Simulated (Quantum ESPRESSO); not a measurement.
# GeSi6N: input and log of a self-consistent run

A calculation, not a measurement. The program is pw.x of Quantum ESPRESSO 7.5 (plane-wave density functional theory). The cell is made up: 8 atoms on a zincblende/diamond lattice, with randomly drawn elements, strain and displacements, not relaxed. PseudoDojo standard norm-conserving files (v0.5 for PBE, v0.4.1 for LDA and PBEsol) set the functional; there is no spin polarisation, spin-orbit coupling or dispersion term, and the masses in the input are unused placeholders. A spin-polarised start on this cell or one of its family kept no moment.

Input:

```
&control calculation='scf', pseudo_dir='./dojo.nc.sr.pbe.v0_5.standard.upf', outdir='./o', disk_io='low', tprnfor=.true., tstress=.true. /
&system ibrav=0, nat=8, ntyp=3, nbnd=32, ecutwfc=84.00895049, nosym=.true., tot_charge=0,
 occupations='smearing', smearing='fd', degauss=0.0073498644
/
&electrons conv_thr=7.350e-09, electron_maxstep=60, /
ATOMIC_SPECIES
Ge 1.0 Ge.upf
N 1.0 N.upf
Si 1.0 Si.upf
CELL_PARAMETERS angstrom
5.2385 0.0024 -0.0132
0.0024 5.2791 -0.0076
-0.0132 -0.0076 5.3194
ATOMIC_POSITIONS angstrom
Ge 0.076 0.0486 -0.0941
Si -0.0377 2.5947 2.6937
Si 2.6758 0.017 2.6395
Si 2.7057 2.6644 -0.1556
Si 1.3423 1.3569 1.317
Si 1.4215 3.945 3.9678
Si 3.8802 1.222 3.9592
N 3.8789 3.8782 1.2629
K_POINTS automatic
6 6 6 1 1 1
```

The log is shortened where brackets say so; the opening notice, blank lines, dates and the lines on written files are dropped, and the path of the files is cut. It prints rydbergs, bohrs and kilobars, and counts compression as positive stress.

```
     Program PWSCF v.7.5
     Parallel version (MPI & OpenMP), running on       4 processor cores
     Number of MPI processes:                 4
     Threads/MPI process:                     1
     [start-up lines left out]
     bravais-lattice index     =            0
     lattice parameter (alat)  =       9.8994  a.u.
     unit-cell volume          =     992.7100 (a.u.)^3
     number of atoms/cell      =            8
     number of atomic types    =            3
     number of electrons       =        43.00
     number of Kohn-Sham states=           32
     kinetic-energy cutoff     =      84.0090  Ry
     charge density cutoff     =     336.0358  Ry
     scf convergence threshold =      7.3E-09
     mixing beta               =       0.7000
     number of iterations used =            8  plain     mixing
     Exchange-correlation= PBE
                           (   1   4   3   4   0   0   0)
     [axes and pseudopotential details left out]
   Cartesian axes
     site n.     atom                  positions (alat units)
         1        Ge     tau(   1) = (   0.0145079   0.0092774  -0.0179631  )
         2        Si     tau(   2) = (  -0.0071967   0.4953119   0.5142104  )
         3        Si     tau(   3) = (   0.5107934   0.0032452   0.5038640  )
         4        Si     tau(   4) = (   0.5165011   0.5086172  -0.0297031  )
         5        Si     tau(   5) = (   0.2562366   0.2590237   0.2514070  )
         6        Si     tau(   6) = (   0.2713554   0.7530757   0.7574281  )
         7        Si     tau(   7) = (   0.7407058   0.2332721   0.7557864  )
         8        N      tau(   8) = (   0.7404576   0.7403240   0.2410797  )
     number of k points=   108  Fermi-Dirac smearing, width (Ry)=  0.0073
     Number of k-points >= 100: set verbosity='high' to print them.
     Dense  grid:   103255 G-vectors     FFT dimensions: (  60,  60,  60)
     Estimated max dynamical RAM per process >     296.82 MB
     Estimated total dynamical RAM >       1.09 GB
     Initial potential from superposition of free atoms
     starting charge      42.9955, renormalised to      43.0000
     Starting wfcs are   37 randomized atomic wfcs
     total cpu time spent up to now is        6.1 secs
     per-process dynamical memory:   251.3 Mb
     Self-consistent Calculation
     iteration #  1     ecut=    84.01 Ry     beta= 0.70
     Davidson diagonalization with overlap
     ethr =  1.00E-02,  avg # of iterations =  4.6
     total cpu time spent up to now is       23.9 secs
     total energy              =    -249.70141315 Ry
     estimated scf accuracy    <       0.54298065 Ry
     iteration #  2     ecut=    84.01 Ry     beta= 0.70
     Davidson diagonalization with overlap
     ethr =  1.26E-03,  avg # of iterations =  4.5
     total cpu time spent up to now is       38.4 secs
     total energy              =    -249.49347465 Ry
     estimated scf accuracy    <       2.76474345 Ry
     iteration #  3     ecut=    84.01 Ry     beta= 0.70
     Davidson diagonalization with overlap
     ethr =  1.26E-03,  avg # of iterations =  3.0
     total cpu time spent up to now is       52.2 secs
     total energy              =    -249.92333215 Ry
     estimated scf accuracy    <       0.05877089 Ry
     iteration #  4     ecut=    84.01 Ry     beta= 0.70
     Davidson diagonalization with overlap
     ethr =  1.37E-04,  avg # of iterations =  4.8
     total cpu time spent up to now is       67.1 secs
     total energy              =    -249.93308569 Ry
     estimated scf accuracy    <       0.00629155 Ry
     iteration #  5     ecut=    84.01 Ry     beta= 0.70
     Davidson diagonalization with overlap
     c_bands:  1 eigenvalues not converged
     ethr =  1.46E-05,  avg # of iterations =  7.2
     total cpu time spent up to now is       83.7 secs
     total energy              =    -249.93399968 Ry
     estimated scf accuracy    <       0.00085391 Ry
     iteration #  6     ecut=    84.01 Ry     beta= 0.70
     Davidson diagonalization with overlap
     ethr =  1.99E-06,  avg # of iterations =  5.2
     total cpu time spent up to now is       98.5 secs
     total energy              =    -249.93417213 Ry
     estimated scf accuracy    <       0.00009946 Ry
     iteration #  7     ecut=    84.01 Ry     beta= 0.70
     Davidson diagonalization with overlap
     ethr =  2.31E-07,  avg # of iterations =  2.0
     total cpu time spent up to now is      109.9 secs
     total energy              =    -249.93419431 Ry
     estimated scf accuracy    <       0.00000270 Ry
     iteration #  8     ecut=    84.01 Ry     beta= 0.70
     Davidson diagonalization with overlap
     ethr =  6.28E-09,  avg # of iterations =  3.9
     total cpu time spent up to now is      124.2 secs
     total energy              =    -249.93419519 Ry
     estimated scf accuracy    <       0.00000105 Ry
     iteration #  9     ecut=    84.01 Ry     beta= 0.70
     Davidson diagonalization with overlap
     ethr =  2.44E-09,  avg # of iterations =  2.0
     total cpu time spent up to now is      135.3 secs
     total energy              =    -249.93419531 Ry
     estimated scf accuracy    <       0.00000008 Ry
     iteration # 10     ecut=    84.01 Ry     beta= 0.70
     Davidson diagonalization with overlap
     ethr =  1.81E-10,  avg # of iterations =  2.3
     total cpu time spent up to now is      147.3 secs
     total energy              =    -249.93419533 Ry
     estimated scf accuracy    <       0.00000001 Ry
     iteration # 11     ecut=    84.01 Ry     beta= 0.70
     Davidson diagonalization with overlap
     ethr =  2.33E-11,  avg # of iterations =  2.3
     total cpu time spent up to now is      159.2 secs
     End of self-consistent calculation
     Number of k-points >= 100: set verbosity='high' to print the bands.
     the Fermi energy is     7.2411 ev
!    total energy              =    -249.93419533 Ry
     estimated scf accuracy    <          2.6E-09 Ry
     smearing contrib. (-TS)   =      -0.00289939 Ry
     internal energy E=F+TS    =    -249.93129594 Ry
     The total energy is F=E-TS. E is the sum of the following terms:
     one-electron contribution =    -115.73527708 Ry
     hartree contribution      =      80.67700654 Ry
     xc contribution           =     -68.14018641 Ry
     ewald contribution        =    -146.73283899 Ry
     convergence has been achieved in  11 iterations
     Forces acting on atoms (cartesian axes, Ry/au):
     atom    1 type  1   force =    -0.01733559   -0.06471011    0.07228869
     atom    2 type  3   force =    -0.02297332    0.05851605   -0.05746298
     atom    3 type  3   force =    -0.00381529   -0.09274093   -0.10956110
     atom    4 type  3   force =     0.03892258    0.01779585    0.15125576
     atom    5 type  3   force =     0.01939169    0.02501953   -0.00320013
     atom    6 type  3   force =    -0.05308195    0.00887726   -0.05657016
     atom    7 type  3   force =     0.03565897    0.04986541   -0.00758801
     atom    8 type  2   force =     0.00323290   -0.00262305    0.01083794
     Total force =     0.270843     Total SCF correction =     0.000021
     Computing stress (Cartesian axis) and pressure
          total   stress  (Ry/bohr**3)                   (kbar)     P=       35.26
   0.00028590  -0.00012271   0.00014861           42.06      -18.05       21.86
  -0.00012271   0.00025213   0.00001740          -18.05       37.09        2.56
   0.00014861   0.00001740   0.00018107           21.86        2.56       26.64
     init_run     :      5.68s CPU      6.01s WALL (       1 calls)
     electrons    :    152.44s CPU    153.13s WALL (       1 calls)
     forces       :      2.50s CPU      2.51s WALL (       1 calls)
     stress       :      9.10s CPU      9.11s WALL (       1 calls)
     [timing details left out]
     PWSCF        :   2m49.95s CPU   2m51.05s WALL
     JOB DONE.
```

In other units: free energy -3400.528 eV for the cell, pressure 3.53 GPa, largest force component 3.889 eV/Å. A rerun of a related cell, with the same atoms placed differently, at 1437 eV and a 8 x 8 x 8 mesh moved values by no more than 0.010 eV in energy, 0.04 GPa in stress and 0.011 eV/Å in force.